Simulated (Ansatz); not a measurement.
The cell of ZnAu₂S₄ is invented: perovskite family, Ruddlesden-Popper layers, n = 1 (I4/mmm, No. 139) (A site Au; B site Zn; X site S). Its size is a rough estimate.

```cif
data_structure
_symmetry_space_group_name_H-M 'I4/mmm'
_symmetry_Int_Tables_number 139
_cell_length_a 4.7520
_cell_length_b 4.7520
_cell_length_c 13.9560
_cell_angle_alpha 90.000
_cell_angle_beta 90.000
_cell_angle_gamma 90.000
_cell_volume 315.15
loop_
_atom_site_label
_atom_site_type_symbol
_atom_site_symmetry_multiplicity
_atom_site_Wyckoff_symbol
_atom_site_fract_x
_atom_site_fract_y
_atom_site_fract_z
_atom_site_occupancy
Zn1 Zn 2 a 0.00000 0.00000 0.00000 1
S1 S 4 e 0.50000 0.50000 0.32803 1
S2 S 4 c 0.50000 0.00000 0.00000 1
Au1 Au 4 e 0.00000 0.00000 0.33878 1
```

Level of theory: Ansatz 0.2.0, DFT PBE, scalar-relativistic, plane waves, PAW. Cutoff 420 eV, Gaussian smearing, Γ-centred meshes. Cell and atoms relax first on a coarse mesh and then on a finer one. In between, the cell is made exact in the group found at 0.06 Å. In metals the finer mesh still leaves noise of several meV/atom or more. The steps can't lower the symmetry of their start. No spin polarisation in the relaxation; trial moments died out in a coarse test.

A guess keeps its type if space group and coordination stay and the shape of the cell changes little (axis ratios within about 15 %, angles within 6°); the volume may change.

Problem. Will the relaxed cell still be of the starting type?

Solution. It doesn't keep its type. The symmetry stays I4/mmm (No. 139). The volume per atom grows by 3.9 %, from 22.5 to 23.4 Å³. The shortest distance goes from 2.33 Å (Au–S) to 2.26 Å (Au–S). The ratio c/a of the conventional cell changes by a factor of 1.08. Counting neighbours within 15 % of an atom's shortest distance, the start has Au 1, S 2, Zn 6 and the end Au 1, S 1/2, Zn 4. In detail, at the end Zn is surrounded by 4 S at 2.34 Å; around S on a site of symmetry 4mm lies 1 Au at 2.26 Å; Au has 1 S at 2.26 Å, 4 S at 2.72 Å and 1 Au at 2.75 Å; 1 more site not described.

```cif
data_structure
_symmetry_space_group_name_H-M 'I4/mmm'
_symmetry_Int_Tables_number 139
_cell_length_a 4.6855
_cell_length_b 4.6855
_cell_length_c 14.9083
_cell_angle_alpha 90.000
_cell_angle_beta 90.000
_cell_angle_gamma 90.000
_cell_volume 327.29
loop_
_atom_site_label
_atom_site_type_symbol
_atom_site_symmetry_multiplicity
_atom_site_Wyckoff_symbol
_atom_site_fract_x
_atom_site_fract_y
_atom_site_fract_z
_atom_site_occupancy
Zn1 Zn 2 a 0.00000 0.00000 0.00000 1
S1 S 4 e 0.50000 0.50000 0.24360 1
S2 S 4 c 0.50000 0.00000 0.00000 1
Au1 Au 4 e 0.00000 0.00000 0.40785 1
```

The last run used a 12×12×12 mesh for its 7-atom cell and Gaussian smearing of 0.10 eV. Weakly bound directions are ill-defined at this level, which has no dispersion term. Spin–orbit coupling, which can matter for Au, is left out. Symmetry constrained the relaxation, so the result can be a saddle point.

In counts of neighbours, a slash parts the counts of unlike sites.
